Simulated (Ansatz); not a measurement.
Here is the system:

PtW:
```yaml
crystal:
  lattice:
    - [2.71372, 0.00000, 0.00000]
    - [0.00000, 2.71372, 0.00000]
    - [0.00000, 0.00000, 4.10004]
  atoms:
    - { symbol: Pt, position: [0.00000, 0.00000, 0.00000] }
    - { symbol: W, position: [0.50000, 0.50000, 0.50000] }
```

This is the PBEsol-relaxed structure. Cartesian axes are those of the cell as given.

Problem. All from the program Ansatz at the PBEsol level (PAW), unless another level is named. Estimate the bulk modulus (Birch–Murnaghan fit).

Solution. 323 GPa.

Problem. Give the elastic constants (relaxed ions, GPa).

Solution. C11 = 648, C12 = 95.0, C13 = 225, C33 = 519, C44 = 207, C66 = 70.0.

Problem. What about the highest zone-centre frequency?

Solution. 20.4 meV.

Space group P4/mmm (L1₀ or tetragonal B2). The start of the workflow was typed in or built on a structure type; neither database checked (COD, Materials Project) lists it. Whether it is the stable phase at ambient conditions was not checked. The PBEsol relaxation kept the symmetry of its start; its stability against distortions is not shown here. No spin polarisation was allowed. As this level gives no gap, shear constants depend on the k-mesh and smearing (Fermi–Dirac, 0.1 eV here). On the denser mesh and wider smearing of the elastic run this cell carries a stress of 0.3 GPa. Scalar-relativistic: spin–orbit coupling is off unless named, which matters more the heavier the elements.

Potentials: the later of the program's two PAW sets.
